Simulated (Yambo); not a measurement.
ZrNBr (space group Pmmn, No. 59), G0W0@LDA in Yambo; all else as in the reference (4×4×1 Γ-centred k mesh, bands 3 to 194 and a 7 Ry block in the screening, 194 bands in G with the Bruneval-Gonze terminator, plasmon pole fitted at 27.2 eV). One parameter is varied: the cutoff of the exchange sum, over 5, 10, 20, 40, 84 Ry.

**Question.** From which value on does the gap Γ → Γ stay within 0.05 eV of the largest setting?

**Answer.** From 40 Ry on.
| cutoff of the exchange sum (Ry) | G0W0 gap (eV) | valence shift (eV) |
|---|---|---|
| 5 | 2.56 | 1.55 |
| 10 | 2.74 | 0.49 |
| 20 | 2.78 | 0.02 |
| 40 | 2.83 | -0.09 |
| 84 | 2.84 | -0.10 |
The last step of the sweep still moves the gap by 13 meV; the other settings are held fixed.

Spin-orbit coupling is not included.

Geometry of the Materials Project entry, not relaxed at this level; primitive cell a = 3.620 Å, b = 4.119 Å, c = 9.022 Å, α = β = γ = 90.00°.

A shift is the quasiparticle energy of the state minus its LDA energy.

The distance between layers or molecules is the database entry's, not relaxed here. Functionals without dispersion can leave it too large, which widens gaps and weakens the response across layers: the numbers belong to this cell.
